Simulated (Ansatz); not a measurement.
The start is a generated cell, Bi placed in the hcp structure type. A full variable-cell relaxation at zero pressure is run with r2SCAN (plane waves to 500 eV, PAW, scalar-relativistic; Ansatz, a first-principles code). The first steps use a coarse 11×11×6 k-mesh.

Initial structure:
```
CELL_PARAMETERS angstrom
      3.56300     0.00000     0.00000
     -1.78150     3.08565     0.00000
      0.00000     0.00000     5.78487
ATOMIC_POSITIONS crystal
  Bi 0.33333 0.66667 0.25000
  Bi 0.66667 0.33333 0.75000
```

Problem. How much energy is released per atom?

Solution. 0.01 eV/atom.

Problem. How does the volume per atom move from start to end?

Solution. -1.9 %, from 31.80 to 31.20 Å³/atom.

Problem. How do the shortest distances between atoms change?

Solution. The closest pairs of elements (up to four, under 3.6 Å), start → end: Bi–Bi 3.55 → 3.51 Å.

Problem. Is the relaxed structure metallic? Give its gap.

Solution. No gap (metallic).

Problem. What does it relax into? Give the structure.

Solution. 
```cif
data_Bi2
_chemical_formula_sum 'Bi2'
_space_group_name_H-M_alt 'P63/mmc'
_space_group_IT_number 194
_space_group_name_Hall '-P 6c 2c'
_cell_length_a 3.50789
_cell_length_b 3.50789
_cell_length_c 5.85600
_cell_angle_alpha 90.000
_cell_angle_beta 90.000
_cell_angle_gamma 120.000
loop_
_atom_site_label
_atom_site_type_symbol
_atom_site_symmetry_multiplicity
_atom_site_Wyckoff_symbol
_atom_site_fract_x
_atom_site_fract_y
_atom_site_fract_z
_atom_site_occupancy
Bi1 Bi 2 c 0.33333 0.66667 0.25000 1
```

The space group stays P6₃/mmc (No. 194) (the run could not lower it); the end is hcp (Mg type), with 2 atoms in the primitive cell. Final values are on a 15×15×8 k-mesh of the relaxed cell. No spin polarisation in the result.

The run could not lose the symmetry of its start: the end is stationary, and may be a saddle point rather than a minimum.

All atoms sit on sites fixed by symmetry, so only the cell could relax.

The relaxed structure here is a generated cell of Bi: the first start was made by placing the elements on the sites of a structure type, and the end was not matched to a known phase here, so it may be hypothetical. Known forms of Bi include space group No. 166.
